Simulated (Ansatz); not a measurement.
# Stress against strain in HfC

```xyz
2
Lattice="0.0000 2.3250 2.3250 2.3250 0.0000 2.3250 2.3250 2.3250 0.0000" Properties=species:S:1:pos:R:3 pbc="T T T"
Hf    2.3250    2.3250    2.3250
C     0.0000    0.0000    0.0000
```

Atoms are numbered in the order listed.

The geometry is COD entry 1539502, unchecked; take it as a test cell.

Spin–orbit coupling is left out, though it moves levels of the heavy atoms by tenths of an eV or more.

Level of theory: DFT, PBEsol, all-electron LAPW, scalar-relativistic in Ansatz 0.2.0.

Settings: a Γ-centred 15×15×15 k mesh, Fermi–Dirac smearing of 0.05 eV, basis error target 1 meV/atom, no spin polarisation.

The strain is applied along the Cartesian axes of the cell as listed (γ is the engineering shear, twice εxy = εyz = εzx). Fractional coordinates are held (clamped ions).

σ is the change of stress from the unstrained cell, which is at -6.51 GPa; tension is positive, so slopes are stress–strain coefficients at that pressure. In a metal the k mesh adds noise.

Only quantities that a quadratic follows smoothly over the whole series are listed; rougher ones are left out.

| γ | σxy (GPa) |
| --- | --- |
| -0.0300 | -4.79 |
| -0.0100 | -1.62 |
| 0.0000 | 0.00 |
| 0.0100 | 1.68 |
| 0.0200 | 3.43 |
| 0.0300 | 5.25 |

Question: Fit the series and read off the stiffness at zero strain.

Answer: Least-squares fits y = p0 + p1 x + p2 x² to the rows give σxy (GPa): p1 = 167, p2 = 250. So C44 (clamped ions) = 167 GPa.

Question: One run, at γ = -0.0200, is withheld. Predict its row.

Answer: The fits give -3.24; the run gave -3.21.
